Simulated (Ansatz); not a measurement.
Ta$_{6}$S in space group P-1 (No. 2; Pearson symbol aP14) under volume change, plane-wave PAW PBEsol (Ansatz code), shape and atoms relaxed at each volume.

| V (Å³/atom) | E − E(relaxed) (meV/atom) | P (GPa) |
|---|---|---|
| 16.103 | 44.8 | 14.70 |
| 16.617 | 10.6 | 6.80 |
| 17.131 | 0.0 | 0.00 |
| 17.644 | 9.6 | -5.82 |
| 18.158 | 36.4 | -10.77 |

What does a third-order Birch–Murnaghan fit give for V₀, B₀ and B′?

V₀ = 17.13 Å³/atom, B₀ = 209 GPa, B′ = 4.2.

The workflow started from a Materials Project entry (that database holds measured and hypothetical structures alike); the Crystallography Open Database files this formula in space group No. 2, but the cells were not matched. Its standing as an ambient phase is unchecked. Symmetry was held in the PBEsol relaxation; whether a distortion lowers the energy is not shown. No spin polarisation was allowed. Spin–orbit coupling is left out wherever it is not named.

Potentials: the later of the program's two PAW sets.
